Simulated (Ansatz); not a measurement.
Nb (bcc type), DFT, PBEsol, all-electron LAPW, scalar-relativistic (Ansatz 0.2.0), on 2 threads of Arm Neoverse V2 (shared host).

Command: `ansatz run input.yaml --threads 2 --pin off --max-ram 4096MiB --backend cpu --events-out ev --progress --plain --runs-dir out`

```yaml
crystal:
  lattice:
    - [-1.6367665204, 1.6367665204, 1.6367665204]
    - [1.6367665204, -1.6367665204, 1.6367665204]
    - [3.2735330409, 3.2735330409, 0.0]
  atoms:
    - { symbol: Nb, position: [0.0, 0.0, 0.0] }
    - { symbol: Nb, position: [0.5, 0.5, 0.5] }
kpoints:
  mp_grid: { grid: [12, 12, 7] }
scf:
  occupations: { method: fermi_dirac, width: 0.1 }
hamiltonian:
  xc: pbesol
  pseudopotentials: { kind: all_electron, lapw: { basis_error: 0.001 } }
output:
  forces: true
  stress: true
  eigenvalues: true
```

(1) How large is the problem that the program sets up?

(2) About how long does it take, and how much memory?

Results:

(1) 172 irreducible k-points, 269 plane waves at Γ, 35 bands.

(2) 17 s of wall time for 7 SCF iterations, with a peak of 0.56 GiB. Times on shared machines scatter by tens of per cent.
